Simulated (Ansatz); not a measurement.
A geometry of HfO2 away from equilibrium: the start of the relaxation of a generated trial cell of HfO2 in the beta-tridymite structure type. The numbers are results of PBE (plane waves to 420 eV, PAW, scalar-relativistic; Ansatz, a quantum-chemistry and plane-wave program), not measurements. Γ-centred k-mesh 4×4×2 on the run's cell (coarser than for final values), Fermi–Dirac smearing 0.05 eV.

```xyz
12
Lattice="5.9293 0.0000 0.0000 -2.9647 5.1350 0.0000 0.0000 0.0000 9.7062" Properties=species:S:1:pos:R:3:forces:R:3 pbc="T T T" free_energy=-67442.076 pressure_GPa=27.8
Hf     0.0000     3.4233     0.6018    0.0000    0.0000    0.4848
Hf     2.9647     1.7117     5.4549    0.0000    0.0000    0.4848
Hf     2.9647     1.7117     9.1044    0.0000    0.0000   -0.4848
Hf     0.0000     3.4233     4.2513    0.0000    0.0000   -0.4848
O      0.0000     3.4233     2.4265    0.0000    0.0000    0.0000
O      2.9647     1.7117     7.2796    0.0000    0.0000    0.0000
O      2.9647     0.0000     0.0000    0.0000    0.0000    0.0000
O      1.4823     2.5675     4.8531    0.0000    0.0000    0.0000
O     -1.4823     2.5675     0.0000    0.0000    0.0000    0.0000
O      2.9647     0.0000     4.8531    0.0000    0.0000    0.0000
O      1.4823     2.5675     0.0000    0.0000    0.0000    0.0000
O     -1.4823     2.5675     4.8531    0.0000    0.0000    0.0000
```

Positions in Å, forces in eV/Å, free energy of the cell in eV (comparable only within this code, potentials and settings). Largest force: 0.48 eV/Å, on Hf1, Hf2, Hf3, Hf4 (atoms numbered as listed); the geometry lies 0.43 eV/atom above the end of its relaxation.

No spin polarisation in the result.

The run could not lose the symmetry of its start; a randomly shaken copy of 12 atoms returns to this structure.

The end of the path is a generated cell of HfO2: the first start was made by placing the elements on the sites of a structure type, and the end was not matched to a known phase here, so it may be hypothetical. Known forms of HfO2 include space group No. 14, 29, 137, 225.
